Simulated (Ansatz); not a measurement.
The relaxed structure here is a generated cell of Pt: the first start was made by placing the elements on the sites of a structure type, and the end was not matched to a known phase here, so it may be hypothetical. Known forms of Pt include space group No. 225.

A relaxed cell of Pt (I4/mmm (No. 139)), relaxed on a k-mesh at least as fine as the one used below. The numbers are results of PBE (plane waves to 420 eV, PAW, scalar-relativistic; Ansatz, a first-principles code), not measurements. Γ-centred k-mesh 8×15×13 on the run's cell (coarser than for final values), Fermi–Dirac smearing 0.05 eV.

```
Pt
1.0
   -3.39908     3.39908     2.73790
    1.69954    -1.69954     1.36895
    1.69954     1.69954    -1.36895
Pt
2
Direct
  0.00000   0.00000   0.00000
  0.50000   0.00000   0.00000
```

The atoms are displaced by (Å):

```
atom      ux      uy      uz
----  ------  ------  ------
Pt1    0.146  -0.001  -0.023
Pt2   -0.018   0.034  -0.004
```

Problem. What forces (eV/Å) and pressure result?

Solution. 
```
atom     Fx     Fy     Fz
----  -----  -----  -----
Pt1   -0.89   0.31   0.36
Pt2    0.89  -0.31  -0.36
```

Pressure +1.8 GPa.

Problem. Estimate the energy cost of the displacement in the harmonic approximation and compare with the calculation.

Solution. For a harmonic well ΔE = −½ Σ F·u = 0.082 eV a cell, or 41 meV/atom. The calculated energy relative to the undisplaced cell is +0.04 eV/atom, so the harmonic estimate holds well.

No spin polarisation in the result.

The run that gave the undisplaced cell could not lose the symmetry of its start; a randomly shaken copy of 2 atoms returns to this structure.
